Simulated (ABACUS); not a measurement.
Worked example: self-consistent single point of Se (R-3, 6 atoms in the cell; from Materials Project mp-147, changed as shown) in ABACUS.

Method: PBEsol, PseudoDojo 0.4 standard norm-conserving PBEsol (tails mended) pseudopotentials (plane waves; ABACUS 3.10.1).

The change in words: volume scaled by 0.94. Reference geometry (R-3):
```
Se
1.0
    5.69039     3.28535     1.62318
   -5.69039     3.28535     1.62318
    0.00000    -6.57069     1.62318
Se
6
Direct
  0.84914   0.72591   0.09273
  0.15086   0.27409   0.90727
  0.09273   0.84914   0.72591
  0.90727   0.15086   0.27409
  0.72591   0.09273   0.84914
  0.27409   0.90727   0.15086
```

Reference input (self-consistent single point, DFT, PBEsol, plane waves, PseudoDojo 0.4 standard norm-conserving PBEsol (tails mended) pseudopotentials): KPT = MP 3 3 3 0 0 0; basis_type = pw; ecutwfc = 86 Ry; smearing_method = fixed; potentials = PseudoDojo 0.4 standard norm-conserving PBEsol (tails mended); symmetry = 1; ks_solver = cg; scf_nmax = 100; scf_thr = 1.0e-09 Ry; mixing_type = broyden; mixing_beta = 0.7. This run's input differs from it in these lines:

```diff
@@ -24,5 +24,5 @@
 LATTICE_VECTORS
-   5.6903880000    3.2853470000    1.6231750000
-  -5.6903880000    3.2853470000    1.6231750000
-   0.0000000000   -6.5706940000    1.6231750000
+   5.5742240000    3.2182800000    1.5900400000
+  -5.5742240000    3.2182800000    1.5900400000
+   0.0000000000   -6.4365600000    1.5900400000
 
@@ -34,8 +34,8 @@
 6
-   0.7012265132    4.5652853377    2.7070988015 1 1 1
-  -0.7012265132   -4.5652853377    2.1624261985 1 1 1
-  -4.3042663871   -1.6753627026    2.7070988015 1 1 1
-   4.3042663871    1.6753627027    2.1624261985 1 1 1
-   3.6030398738   -2.8899226351    2.7070988015 1 1 1
-  -3.6030398738    2.8899226351    2.1624261985 1 1 1
+   0.6869116235    4.4720897052    2.6518369112 1 1 1
+  -0.6869116235   -4.4720897052    2.1182830888 1 1 1
+  -4.2163987758   -1.6411618860    2.6518369112 1 1 1
+   4.2163987758    1.6411618860    2.1182830888 1 1 1
+   3.5294871523   -2.8309278192    2.6518369112 1 1 1
+  -3.5294871523    2.8309278192    2.1182830888 1 1 1
 # file: KPT
```

The program printed (abridged):

```
 SELF-CONSISTENT
 -------------------------------------------

                                 init_chg = atomic

 PW ALGORITHM --------------- ION=   1  ELEC=   1--------------------------------

 Notice: Threshold on eigenvalues was too large.

 Density error is 0.0707647563453
                          Error Threshold = 0.00012189420455
 E_KohnSham     -1453.2719886899     -19772.7797899745
 E_Fermi        0.4433961074         6.0327135317

 PW ALGORITHM --------------- ION=   1  ELEC=   2--------------------------------

 Density error is 0.00463723747368
                          Error Threshold = 7.37132878597e-05
   [... lines left out ...]

 Density error is 3.06778962969e-09
                          Error Threshold = 3.33365828954e-11
 E_KohnSham     -1453.2791463258     -19772.8771746067
 E_Fermi        0.4513252868         6.1405955526

 PW ALGORITHM --------------- ION=   1  ELEC=   9--------------------------------

 Density error is 2.31012843115e-10
                          Error Threshold = 3.19561419759e-12
 E_KohnSham     -1453.2791463266     -19772.8771746176
 E_KS(sigma->0) -1453.2791463266     -19772.8771746176
 E_entropy(-TS) 0.0000000000         0.0000000000
 E_Fermi        0.4513252643         6.1405952459
 charge density convergence is achieved
 final etot is -19772.877175 eV
 EFERMI = 6.1405952459 eV

 STATE ENERGY(eV) AND OCCUPATIONS    NSPIN == 1
   [... 55 lines left out ...]

 TOTAL-FORCE (eV/Angstrom)
                       Se1         0.1864632607        -0.5390726370        -0.4359658199
                       Se2        -0.1864632607         0.5390726370         0.4359658199
                       Se3         0.3736189282         0.4310182529        -0.4359658199
                       Se4        -0.3736189282        -0.4310182529         0.4359658199
                       Se5        -0.5600821889         0.1080543841        -0.4359658199
                       Se6         0.5600821889        -0.1080543841         0.4359658199

 TOTAL-STRESS (KBAR)
        18.6303377953         0.0000000000        -0.0000000000
        -0.0000000000        18.6303346336         0.0000000000
         0.0000000000        -0.0000000000         6.5316404981
 TOTAL-PRESSURE: 14.597438 KBAR

 --------------------------------------------
 !FINAL_ETOT_IS -19772.8771746175880253 eV
 --------------------------------------------
```

The run converged in 9 iterations. Against the reference run the free energy drops by 1.7 meV/atom, the pressure goes from -1.60 to 1.46 GPa and the largest force goes from 0.111 to 0.718 eV/Å.

The structure comes from a collection of computed structures, made at another level of theory; the collection holds predicted forms beside known ones. Its lattice was then scaled.

Cost on one core: very roughly 4 core-minutes.

“Tails mended”: in these copies of the files the far tail of each local potential was reset to the Coulomb form.
